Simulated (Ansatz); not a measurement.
C:
Space group P6₃/mmc (No. 194); a = 6.8454 Å, b = 6.8454 Å, c = 6.7193 Å, α = 90.00°, β = 90.00°, γ = 120.00°

| atom | site | symmetry | x | y | z |
|---|---|---|---|---|---|
| C | 12j | m.. | 0.4600 | 0.1266 | 0.2500 |
| C | 12j | m.. | 0.0781 | 0.3333 | 0.2500 |

Relaxed at zero pressure with DFT-r²SCAN+D4 in the program Ansatz with PAW potentials.

### Question
The volume is raised by 3 % and shape and atoms relax at that volume. What pressure results, and how do the axes share the change?

### Answer
-0.6 GPa; a 0.1 %, b 0.1 %, c 2.8 %; the energy rises by 1 meV/atom.

### Question
Give the new structure.

### Answer

Space group P6₃/mmc (No. 194); a = b = 6.851 Å, c = 6.910 Å, α = β = 90.00°, γ = 120.00°

```json
[
 {"atom": "C", "site": "12j", "symmetry": "m..", "x": "0.4600", "y": "0.1266", "z": "0.2500"},
 {"atom": "C", "site": "12j", "symmetry": "m..", "x": "0.0781", "y": "0.3333", "z": "0.2500"}
]
```

The phase is kept; no other phase was compared at this pressure.

Space group P6_3/mmc. The start of the workflow was typed in or built on a structure type. Its sites differ from those of the usual phase in this space group: another stacking or structure type. The r²SCAN+D4 relaxation kept the symmetry of its start; whether a distortion lowers the energy is not shown.

Potentials: the later of the program's two PAW sets.
